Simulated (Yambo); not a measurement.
BSE-type run in Yambo on C (space group C2/m, No. 12, within 0.06 Å of R-3m), at zero momentum. PBEsol wavefunctions on a 6×6×4 mesh, a = b = 2.4565 Å, c = 3.7645 Å, α = β = 108.50°, γ = 60.00°.

Yambo input:
```
rim_cut
optics
bse
bss
dipoles
em1s
RandQpts= 1000000
RandGvec= 1 Ry
FFTGvecs= 40 Ry
Chimod= "HARTREE"
BSKmod= "SEX"
BSEmod= "resonant"
BSSmod= "hs"
BSENGexx= 15 Ry
BSENGBlk= 4 Ry
% KfnQP_E
 0.087 | 1.0 | 1.0 |
%
% BSEQptR
 1 | 1 |
%
% BSEBands
 3 | 5 |
%
% BEnRange
 0.0 | 9.6 | eV
%
% BDmRange
 0.15 | 0.15 | eV
%
BEnSteps= 192
% BLongDir
 1.0 | 0.0 | 0.0 |
%
BSHayTrs= -0.02
BSSNEig= 24
WRbsWF
% BndsRnXs
 1 | 10 |
%
NGsBlkXs= 4 Ry
% LongDrXs
 1.0 | 1.0 | 1.0 |
%
```

From the report:

The dimension is k points × valence × conduction bands = 144 × 2 × 1 = 288.
```
   [SLEPC] Approach                          : Krylov-Schur
   [SLEPC] Number of requested eigenvalues   :  24
   [SLEPC] Number of eigenvalues        [NEV]:  24
    [K] Dimension                                    :  288
    [K] Bands                                        :   3   5
    [K] Exchange res                                 : yes
    [K] Correlation res                              : yes
    [K] W interaction is bare                        : no
    [K] RL vectors exchange                          :  121
    [K] RL vectors correlation                       :  21
    [W] Matrix size                                  :  21
    [W] Bands                                        :   1  10
    [W] Coulomb Cutoff                               : none
    [W] Hxc Kernel                                   : HARTREE
```

Geometry of the Materials Project entry, not relaxed at this level.

This is not the ordinary phase of the substance; no match was found in the copy of COD used, and its stability was not checked.

The distance between layers or molecules is the database entry's, not relaxed here. Functionals without dispersion can leave it too large, which widens gaps and weakens the response across layers: the numbers belong to this cell.
